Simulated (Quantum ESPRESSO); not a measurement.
```
CELL_PARAMETERS angstrom
      2.02248     1.16768     7.68872
     -2.02248     1.16768     7.68872
      0.00000    -2.33536     7.68872
ATOMIC_POSITIONS crystal
  Se 0.73449 0.73449 0.73449
  Se 0.26551 0.26551 0.26551
  Lu 0.00000 0.00000 0.00000
  Tl 0.50000 0.50000 0.50000
```

Cell and atoms were relaxed with PBE+D3(BJ) from Materials Project entry mp-1001611, within its symmetry.

What does norm-conserving PBEsol (Quantum ESPRESSO, 100 Ry, without SOC) give for the electronic structure near the Fermi level?

The PBEsol gap is indirect, 0.88 eV, from Z to F; the smallest direct gap is 1.64 eV. Spin-orbit coupling is left out; with 6p states at a band edge it can lower the gap by many tenths of an eV, most of a small gap. The 4f states are in the valence at their DFT position.

The structure is a Materials Project entry; no match was found in the copy of COD used, and its stability was not checked.
